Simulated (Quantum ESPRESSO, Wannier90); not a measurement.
## Wannier functions of GaN (zinc blende)

Structure: Materials Project mp-830, symmetrised, not relaxed again. Not found in the COD (Crystallography Open Database) copy used, which has the formula in other groups; not checked further. Method: PBE plane waves in Quantum ESPRESSO 7.5 (PseudoDojo norm-conserving files, 68 Ry, no spin polarisation, no spin-orbit coupling), Bloch states on a 12×12×12 mesh through Γ, Wannier90 4.0.1. Density: 12×12×12 mesh, cold smearing 0.01 Ry.

On the energy scale of pw.x, whose zero is arbitrary, the valence-band maximum lies at 10.59 eV.

Input w.win:

```
num_bands = 5
num_wann = 5
exclude_bands = 1,7-20
num_iter = 800
conv_tol = 1.0e-6
conv_window = 4
write_hr = true
write_u_matrices = true
auto_projections = true
begin unit_cell_cart
ang
    0.0000000000    2.2535000000    2.2535000000
    2.2535000000    0.0000000000    2.2535000000
    2.2535000000    2.2535000000    0.0000000000
end unit_cell_cart
begin atoms_frac
Ga   0.0000000000  0.0000000000  0.0000000000
N    0.2500000000  0.2500000000  0.2500000000
end atoms_frac
mp_grid = 12 12 12
begin kpoints
0.0000000000 0.0000000000 0.0000000000
0.0000000000 0.0000000000 0.0833333333
0.0000000000 0.0000000000 0.1666666667
... (1725 more lines: the 12x12x12 mesh through Gamma)
end kpoints
```

Input of pw2wannier90.x that gives the overlap and projection files (equivalent; here they were cut from one run over all bands):

```
&inputpp
  outdir = './out'
  prefix = 'pwscf'
  seedname = 'w'
  write_amn = .true.
  write_mmn = .true.
  atom_proj = .true.
  atom_proj_exclude = 6 7 8 9 10 11 12 13
/
```

Output w.wout (banner and timings cut):

```
                                    ------
                                    SYSTEM
                                    ------

                              Lattice Vectors (Ang)
                    a_1     0.000000   2.253500   2.253500
                    a_2     2.253500   0.000000   2.253500
                    a_3     2.253500   2.253500   0.000000

                   Unit Cell Volume:      22.88773  (Ang^3)

                        Reciprocal-Space Vectors (Ang^-1)
                    b_1    -1.394095   1.394095   1.394095
                    b_2     1.394095  -1.394095   1.394095
                    b_3     1.394095   1.394095  -1.394095

 *----------------------------------------------------------------------------*
 |   Site       Fractional Coordinate          Cartesian Coordinate (Ang)     |
 +----------------------------------------------------------------------------+
 | ga   1   0.00000   0.00000   0.00000   |    0.00000   0.00000   0.00000    |
 | n    1   0.25000   0.25000   0.25000   |    1.12675   1.12675   1.12675    |
 *----------------------------------------------------------------------------*
                                ------------
                                K-POINT GRID
                                ------------

             Grid size = 12 x 12 x 12      Total points = 1728

 *---------------------------------- MAIN ------------------------------------*
 |  Number of Wannier Functions               :                 5             |
 |  Number of Objective Wannier Functions     :                 5             |
 |  Number of input Bloch states              :                 5             |
 |  Output verbosity (1=low, 5=high)          :                 1             |
 |  Timing Level (1=low, 5=high)              :                 1             |
 |  Optimisation (0=memory, 3=speed)          :                 3             |
 |  Length Unit                               :               Ang             |
 |  Post-processing setup (write *.nnkp)      :                 F             |
 |  Using Gamma-only branch of algorithms     :                 F             |
 *----------------------------------------------------------------------------*
 *------------------------------- WANNIERISE ---------------------------------*
 |  Total number of iterations                :               800             |
 |  Number of CG steps before reset           :                 5             |
 |  Trial step length for line search         :             2.000             |
 |  Convergence tolerence                     :         0.100E-05             |
 |  Convergence window                        :                 4             |
 |  Iterations between writing output         :                 1             |
 |  Iterations between backing up to disk     :               100             |
 |  Write r^2_nm to file                      :                 F             |
 |  Write xyz WF centres to file              :                 F             |
 |  Write on-site energies <0n|H|0n> to file  :                 F             |
 |  Use guiding centre to control phases      :                 F             |
 |  Use phases for initial projections        :                 F             |
 *----------------------------------------------------------------------------*
 *-------------------------------- PLOTTING ----------------------------------*
 |  Plotting Hamiltonian in WF basis          :                 T             |
 *----------------------------------------------------------------------------*

       ... (k-mesh section left out)

 Starting a new Wannier90 calculation ...

 Reading overlaps from w.mmn

 Reading projections from w.amn

 *------------------------------- WANNIERISE ---------------------------------*
 +--------------------------------------------------------------------+<-- CONV
 | Iter  Delta Spread     RMS Gradient      Spread (Ang^2)            |<-- CONV
 +--------------------------------------------------------------------+<-- CONV

 ------------------------------------------------------------------------------
 Initial State
  WF centre and spread    1  ( -0.000000,  0.000000,  0.000000 )     0.34578354
  WF centre and spread    2  (  0.000000,  0.000000,  0.000000 )     1.23975838
  WF centre and spread    3  ( -0.000000,  0.000000, -0.000000 )     1.23975838
  WF centre and spread    4  ( -0.000000,  0.000000, -0.000000 )     0.34578354
  WF centre and spread    5  ( -0.000000, -0.000000, -0.000000 )     1.23975838
  Sum of centres and spreads ( -0.000000,  0.000000,  0.000000 )     4.41084224

      0     0.441E+01     0.0000000000        4.4108422373  <-- CONV
        O_D=      0.0639286 O_OD=      0.3144846 O_TOT=      4.4108422 <-- SPRD
 ------------------------------------------------------------------------------
      1    -0.615E-02     0.0177118439        4.4046917456  <-- CONV
        O_D=      0.0627239 O_OD=      0.3095389 O_TOT=      4.4046917 <-- SPRD
      2    -0.107E-02     0.0095231257        4.4036186106  <-- CONV
        O_D=      0.0627376 O_OD=      0.3084520 O_TOT=      4.4036186 <-- SPRD
      3    -0.681E-03     0.0128721009        4.4029380500  <-- CONV
        O_D=      0.0627133 O_OD=      0.3077957 O_TOT=      4.4029381 <-- SPRD
      4    -0.264E-03     0.0078542730        4.4026743322  <-- CONV
        O_D=      0.0626694 O_OD=      0.3075759 O_TOT=      4.4026743 <-- SPRD
      5    -0.112E-03     0.0053088281        4.4025620529  <-- CONV
        O_D=      0.0626404 O_OD=      0.3074927 O_TOT=      4.4025621 <-- SPRD
       ... (lines left out)
     12    -0.284E-06     0.0002047486        4.4025041947  <-- CONV
        O_D=      0.0626375 O_OD=      0.3074377 O_TOT=      4.4025042 <-- SPRD
     13    -0.909E-07     0.0001811730        4.4025041038  <-- CONV
        O_D=      0.0626377 O_OD=      0.3074374 O_TOT=      4.4025041 <-- SPRD
     14    -0.634E-07     0.0001158871        4.4025040405  <-- CONV
        O_D=      0.0626379 O_OD=      0.3074371 O_TOT=      4.4025040 <-- SPRD
             <<<     Delta < 1.000E-06  over  4 iterations     >>>
             <<< Wannierisation convergence criteria satisfied >>>
 Final State
  WF centre and spread    1  ( -0.000000,  0.000000,  0.000000 )     0.34460783
  WF centre and spread    2  (  0.000000,  0.000000,  0.000000 )     1.23776279
  WF centre and spread    3  ( -0.000000,  0.000000, -0.000000 )     1.23776279
  WF centre and spread    4  ( -0.000000,  0.000000, -0.000000 )     0.34460783
  WF centre and spread    5  ( -0.000000, -0.000000, -0.000000 )     1.23776280
  Sum of centres and spreads ( -0.000000,  0.000000,  0.000000 )     4.40250404

         Spreads (Ang^2)       Omega I      =     4.032429019
        ================       Omega D      =     0.062637905
                               Omega OD     =     0.307437117
    Final Spread (Ang^2)       Omega Total  =     4.402504040
```
